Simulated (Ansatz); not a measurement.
Relaxed NiO (rock salt):

```xyz
2
Lattice="0.0000 2.0953 2.0953 2.0953 0.0000 2.0953 2.0953 2.0953 0.0000" Properties=species:S:1:pos:R:3 pbc="T T T"
O      0.0000     0.0000     0.0000
Ni     2.0953     2.0953     2.0953
```

Level of theory: r2SCAN (plane waves to 500 eV, PAW, scalar-relativistic; Ansatz, a quantum-chemistry and plane-wave program). k mesh 11×11×11 (Γ-centred), Fermi-Dirac smearing 0.05 eV. NiO is run spin-polarised and with no Hubbard U; the real compound is an antiferromagnetic insulator, a state that this run doesn't describe. NiO was relaxed with its symmetry unable to fall. Relaxed NiO ends ferromagnetic. The PAW data are Ansatz's earlier set. Other magnetic orders were not checked, so this need not be the ground state.

One atom of the cell was then moved (with its periodic images), all else fixed, and the forces (eV/Å) came out as:

| atom | Fx | Fy | Fz |
|---|---|---|---|
| O1 | -1.405 | 0.000 | 0.000 |
| Ni2 | 1.405 | 0.000 | 0.000 |

With two atoms only their relative shift counts; take O1 as fixed.

Question: Which atom was moved, and by which vector (Å)?

Answer: Ni2, by (-0.21, 0.00, 0.00), 0.21 Å in all.

(A displaced cell: forces are minus the slopes of the energy, force constants its curvatures, and phonons follow from these.)
